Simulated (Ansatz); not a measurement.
A trial cell of Si5Mo, before relaxation:

```cif
data_structure
_symmetry_space_group_name_H-M 'R-3m:H'
_symmetry_Int_Tables_number 166
_cell_length_a 7.1053
_cell_length_b 7.1053
_cell_length_c 14.2546
_cell_angle_alpha 90.000
_cell_angle_beta 90.000
_cell_angle_gamma 120.000
_cell_volume 623.24
loop_
_atom_site_label
_atom_site_type_symbol
_atom_site_symmetry_multiplicity
_atom_site_Wyckoff_symbol
_atom_site_fract_x
_atom_site_fract_y
_atom_site_fract_z
_atom_site_occupancy
Si1 Si 9 d 0.16667 0.33333 0.83333 1
Si2 Si 6 c 0.33333 0.66667 0.78725 1
Mo1 Mo 3 a 0.00000 0.00000 0.00000 1
```

The calculation used DFT PBE, scalar-relativistic, plane waves, PAW (Ansatz 0.2.0). Cutoff 420 eV, Gaussian smearing, Γ-centred meshes. Cell and atoms relax first on a coarse mesh and then on a finer one. In between, the cell is made exact in the group found at 0.06 Å. In metals the finer mesh still leaves noise of several meV/atom or more. The steps can't lower the symmetry of their start. No spin polarisation in the relaxation; trial moments died out in a coarse test.

A guess keeps its type if space group and coordination stay and the shape of the cell changes little (axis ratios within about 15 %, angles within 6°); the volume may change.

**Question.** Does it keep its structure type, or change into something else?

**Answer.** It doesn't keep its type. The symmetry stays R-3m (No. 166). The volume per atom shrinks by 44.1 %, from 34.6 to 19.3 Å³. The shortest distance goes from 1.72 Å (Si–Mo) to 2.16 Å (Si–Si). The ratio c/a of the conventional cell changes by a factor of 0.46. Counting neighbours within 15 % of an atom's shortest distance, the start has Mo 2, Si 1/2 and the end Mo 8, Si 2/4. In detail, at the end Si on a site of symmetry 2/m is surrounded by 2 Mo at 2.48 Å and 2 Si at 2.52 Å; around Si on a site of symmetry 3m lie 1 Si at 2.16 Å, 1 Mo at 2.43 Å and 3 Si at 2.52 Å; around Mo lie 8 Si at 2.43–2.48 Å.

```cif
data_structure
_symmetry_space_group_name_H-M 'P 1'
_symmetry_Int_Tables_number 1
_cell_length_a 4.9552
_cell_length_b 4.9552
_cell_length_c 4.9552
_cell_angle_alpha 99.469
_cell_angle_beta 99.469
_cell_angle_gamma 99.469
_cell_volume 116.06
loop_
_atom_site_label
_atom_site_type_symbol
_atom_site_fract_x
_atom_site_fract_y
_atom_site_fract_z
_atom_site_occupancy
Si1 Si 0.00000 0.00000 0.50000 1
Si2 Si 0.50000 0.00000 0.00000 1
Si3 Si 0.00000 0.50000 0.00000 1
Si4 Si 0.34608 0.34608 0.34608 1
Si5 Si 0.65392 0.65392 0.65392 1
Mo1 Mo 0.00000 0.00000 0.00000 1
```

The last run used a 12×12×12 mesh for its 6-atom cell and Gaussian smearing of 0.10 eV. Symmetry constrained the relaxation, so the result can be a saddle point. Another cell of Si5Mo relaxed alike, in P-6m2, lies 243 meV/atom lower, so this cell isn't the stable form at this level.

In counts of neighbours, a slash parts the counts of unlike sites.
